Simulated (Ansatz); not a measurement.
# Collinear states of MnSn$_{3}$

Theory: DFT PBE, scalar-relativistic, plane waves, PAW (Ansatz).

```xyz
4
Lattice="0.0000 3.6684 3.6684 3.6684 0.0000 3.6684 3.6684 3.6684 0.0000" Properties=species:S:1:pos:R:3 pbc="T T T"
Sn    1.8342    1.8342    1.8342
Sn    5.5027    5.5027    5.5027
Sn    3.6684    3.6684    3.6684
Mn    0.0000    0.0000    0.0000
```

```json
{
  "plane-wave cutoff": "420 eV",
  "Γ-centred k-mesh": "10×10×10",
  "occupation rule": "Gaussian smearing, 0.1 eV",
  "list of starting moments (μB, in atom order)": "0 0 0 4",
  "check for lower electronic states after the SCF": "off"
}
```

Each order was relaxed in cell and atoms. Site moments are spin moments in atom-centred spheres that scale with the neighbour distance. The states are those that the runs reached from these starts; a lower one can exist. No antiferromagnetic start is among these.

Order the starts by the energy of the state that they reach, lowest first.
A. no spin
B. ferromagnetic

B (0.00 meV/atom), A (352 meV/atom).

```json
{"start": "no spin", "ends": "non-magnetic", "energy above lowest (meV/atom)": "352", "site moments (μB)": "none over 0.05", "gap on mesh (eV)": "metal", "volume (Å³/atom)": "21.84"}
{"start": "ferromagnetic", "ends": "ferromagnetic", "energy above lowest (meV/atom)": "0.00", "site moments (μB)": "Sn -0.07 (×2), Mn +4.13", "gap on mesh (eV)": "metal", "volume (Å³/atom)": "24.68"}
```

Cost: 2 runs of about 1.6 core-minutes in all, on Arm Neoverse V1 (shared hosts).